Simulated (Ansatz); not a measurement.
InPt3N:
```xyz
5
Lattice="4.2290 0.0000 0.0000 0.0000 4.2290 0.0000 0.0000 0.0000 4.2290" Properties=species:S:1:pos:R:3 pbc="T T T"
In     0.0000     0.0000     0.0000
Pt     0.0000     2.1145     2.1145
Pt     2.1145     0.0000     2.1145
Pt     2.1145     2.1145     0.0000
N      2.1145     2.1145     2.1145
```

Relaxed with r²SCAN. Special points in fractions of this cell's reciprocal vectors: Γ (0.000, 0.000, 0.000); X (0.000, 0.500, 0.000); M (0.500, 0.500, 0.000); R (0.500, 0.500, 0.500).

Q: List the band energies nearest the Fermi level at these points for the program Ansatz at the r²SCAN level (PAW).

A: In eV from the Fermi level; about four levels below and three above (degenerate sets whole), none deeper than 8.9 eV; points with the same levels are listed once.

| k | below | above |
|---|---|---|
| Γ | -0.96 -0.92 -0.92 -0.92 | 1.17 1.17 1.17 |
| X | -2.11 -1.27 -1.27 -0.92 | 0.97 1.15 4.01 |
| M | -1.41 -0.53 -0.51 -0.51 | 0.95 4.16 4.16 |
| R | -2.22 -2.22 -1.12 -1.12 -1.12 | 0.76 0.76 0.76 |

Space group Pm-3m (anti-perovskite). The start of the workflow was typed in or built on a structure type; neither database checked (COD, Materials Project) lists it. Whether it is the stable phase at ambient conditions was not checked. The r²SCAN relaxation kept the symmetry of its start; its stability against distortions is not shown here. The run is not spin-polarised. The volume moved by 17 % from the start of the relaxation. Its formation energy is positive at this level, so the cell may be metastable or incomplete. Scalar-relativistic: spin–orbit coupling is off unless named, which matters more the heavier the elements.

Potentials: the earlier of the program's two PAW sets. The files were generated under PBE; for other functionals the program regenerates the frozen cores, and for LDA and PBEsol the local potential too.
